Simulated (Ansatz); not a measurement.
In r²SCAN+D4 (plane waves, PAW; program Ansatz), MoSe in the hexagonal phase (P6_3/mcm; Mo on 6g, Se on 6g) relaxes to a = 9.017 Å, c = 4.417 Å. Against the elements it lies at -0.45 eV/atom, with no fitted shifts.

Electronic character: metallic (no gap). Gap from r²SCAN+D4 with spin–orbit coupling: none (metallic). The magnetic state found is non-magnetic (starting moments vanished).

An equation-of-state fit gives a bulk modulus of 13.7 GPa. Bader charges are Mo +0.71, Se -0.71 e.

The start of the workflow was typed in or built on a structure type; neither database checked (COD, Materials Project) lists it. Whether it is the stable phase at ambient conditions was not checked. The cell was relaxed with r²SCAN+D4 under the symmetry of its start; whether a distortion lowers the energy is not shown. The workflow began spin-polarised and lost its moments. The references are the lowest solids computed at this level, not always the standard phases. Spin–orbit coupling is left out wherever it is not named.

Potentials: the later of the program's two PAW sets.
